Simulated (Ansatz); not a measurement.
A distorted cell of Sr (fcc, Cu type):

```
CELL_PARAMETERS angstrom
      0.00000     6.02891     6.02891
      3.01445     0.00000     3.01445
      3.01445     3.01445     0.00000
ATOMIC_POSITIONS crystal
  Sr 0.02155 0.98564 0.98564
  Sr 0.47845 0.01436 0.01436
```

Method: PBE (plane waves to 420 eV, PAW, scalar-relativistic; Ansatz, an electronic-structure program). k mesh 13×13×13 (Γ-centred), Fermi-Dirac smearing 0.05 eV. Stress and pressure are positive under compression. With partly filled bands, energies and forces of such displacements shift with the k mesh and the smearing. Sr was relaxed with its symmetry unable to fall. The PAW data are Ansatz's earlier set.

What forces act on the atoms (eV/Å, Cartesian)?


| atom | Fx | Fy | Fz |
|---|---|---|---|
| Sr1 | 0.256 | -0.256 | -0.256 |
| Sr2 | -0.256 | 0.256 | 0.256 |

(A displaced cell: forces are minus the slopes of the energy, force constants its curvatures, and phonons follow from these.)
